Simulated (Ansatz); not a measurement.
One crystal and one scan (energy over volume and axial ratio) at two levels, PBE (plane waves to 420 eV, PAW, scalar-relativistic; Ansatz, an electronic-structure program) and PBEsol (plane waves to 420 eV, PAW, scalar-relativistic; Ansatz), each from its own relaxed cell and on its own mesh. The cell shown is that of PBE.

Ru (hcp, Mg type)

```xyz
2
Lattice="2.7222 0.0000 0.0000 -1.3611 2.3575 0.0000 0.0000 0.0000 4.2908" Properties=species:S:1:pos:R:3 pbc="T T T"
Ru     0.0000     1.5716     3.2181
Ru     1.3611     0.7858     1.0727
```

The relaxed cell is deformed in two ways at once: its volume V is scaled, and at that volume it is stretched along z (the c axis of the conventional cell) so that c/a changes. Fractional atomic positions are held.

The energy includes the smearing's −TS. Ru is run without spin polarisation. Ru was relaxed with its symmetry unable to fall. With partly filled bands, the response to shear is sensitive to the k mesh, so small differences along c/a are uncertain. Percentages come from the unrounded values. Both scans cover V/V₀ from 0.960 to 1.040 and (c/a)/(c/a)₀ from 0.880 to 1.120.

```json
[
 {"quantity": "Lattice constant a (Å)", "PBE": "2.722", "PBEsol": "2.692", "PBE − PBEsol": "+0.030 (+1.1 %)"},
 {"quantity": "Lattice constant c (Å)", "PBE": "4.291", "PBEsol": "4.246", "PBE − PBEsol": "+0.045 (+1.1 %)"},
 {"quantity": "Relaxed volume (Å³/atom)", "PBE": "13.77", "PBEsol": "13.32", "PBE − PBEsol": "+0.45 (+3.4 %)"},
 {"quantity": "Modulus against c/a change at fixed volume, (3/4V)·∂²E/∂(ln c/a)² (fit, atoms clamped) (GPa)", "PBE": "223", "PBEsol": "246", "PBE − PBEsol": "-23 (-9 %)"}
]
```

PBE gives the higher value for: lattice constant a; lattice constant c; relaxed volume. PBE gives the lower value for: modulus against c/a change at fixed volume.

(A scan under strain: stresses follow from slopes of the energy per volume, elastic moduli from its curvatures.)
